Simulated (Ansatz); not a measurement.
Given:

AlN:
```xyz
8
Lattice="5.2939 0.0000 0.0000 0.0000 5.2939 0.0000 0.0000 0.0000 3.1087" Properties=species:S:1:pos:R:3 pbc="T T T"
Al     1.7092     3.5847     0.0000
Al     3.5847     1.7092     0.0000
Al     4.3561     4.3561     1.5544
Al     0.9378     0.9378     1.5544
N      1.6691     1.6691     0.0000
N      3.6247     3.6247     0.0000
N      0.9778     4.3161     1.5544
N      4.3161     0.9778     1.5544
```

This is the PBEsol-relaxed structure.

Task: All from plane-wave PAW PBEsol (Ansatz code), unless another level is named. Predict the electron effective mass.

Result: 0.32, 0.32, 0.34 mₑ (principal values).

Task: And the hole effective mass?

Result: 0.46, 1.5, 3.6 mₑ (principal values).

Task: Next, the formation energy from the elements (no fitted shifts)?

Result: -1.42 eV/atom.

Task: Give the conduction-band minimum.

Result: at Γ.

Task: And the valence-band maximum?

Result: on the M–Γ line, 88 % of the way from M.

Space group P4_2/mnm. The start of the workflow was typed in or built on a structure type; neither database checked (COD, Materials Project) lists it. It is not the phase usual at ambient conditions (space group No. 186, 216). The cell was relaxed with PBEsol under the symmetry of its start; its stability against distortions is not shown here. The references are the lowest solids computed at this level, not always the standard phases (solids in place of the gases).

Potentials: the earlier of the program's two PAW sets. The files were generated under PBE; for other functionals the program regenerates the frozen cores, and for LDA and PBEsol the local potential too.

Edges and masses are those of Kohn–Sham bands, whose gap is no quasiparticle gap.
